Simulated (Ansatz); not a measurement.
Y3Si5:
```
Y3Si5
1.0
    6.49870     0.00000     0.00000
   -3.24935     5.62804     0.00000
    0.00000     0.00000     4.15446
Y Si
3 5
Direct
  0.00000   0.64556   0.00000
  0.64556   0.00000   0.00000
  0.35444   0.35444   0.00000
  0.66667   0.33333   0.50000
  0.33333   0.66667   0.50000
  0.00000   0.26261   0.50000
  0.26261   0.00000   0.50000
  0.73739   0.73739   0.50000
```

Relaxed with PBEsol. Special points in fractions of this cell's reciprocal vectors: Γ (0.000, 0.000, 0.000); M (0.500, 0.000, 0.000); K (0.333, 0.333, 0.000); A (0.000, 0.000, 0.500); L (0.500, 0.000, 0.500); H (0.333, 0.333, 0.500).

Task: List the band energies nearest the Fermi level at these points for DFT-PBEsol in the program Ansatz with PAW potentials.

Result: In eV from the Fermi level; about four levels below and three above (degenerate sets whole), none deeper than 8.9 eV; points with the same levels are listed once.

```tsv
k	below	above
Γ	-1.62 -1.62 -1.05 -1.05 -0.46	0.91 1.12 1.81 1.81
M	-1.96 -1.95 -0.65 -0.05	0.78 0.94 1.71
K	-1.99 -1.99 -1.99 -1.24 -1.10 -1.10	1.40 1.40 1.59 1.59
A	-2.42 -2.27 -2.27 -1.49	0.18 0.18 0.50 0.50
L	-2.69 -2.22 -2.01 -1.54	0.19 0.49 1.42
H	-2.05 -2.05 -1.79 -1.79	0.06 0.34 0.34
```

Space group P-62m. The start of the workflow was typed in or built on a structure type; neither database checked (COD, Materials Project) lists it. Its standing as an ambient phase is unchecked. The PBEsol relaxation kept the symmetry of its start; its stability against distortions is not shown here. No spin polarisation was allowed. Spin–orbit coupling is left out wherever it is not named.

Potentials: the earlier of the program's two PAW sets. The files were generated under PBE; for other functionals the program regenerates the frozen cores, and for LDA and PBEsol the local potential too.
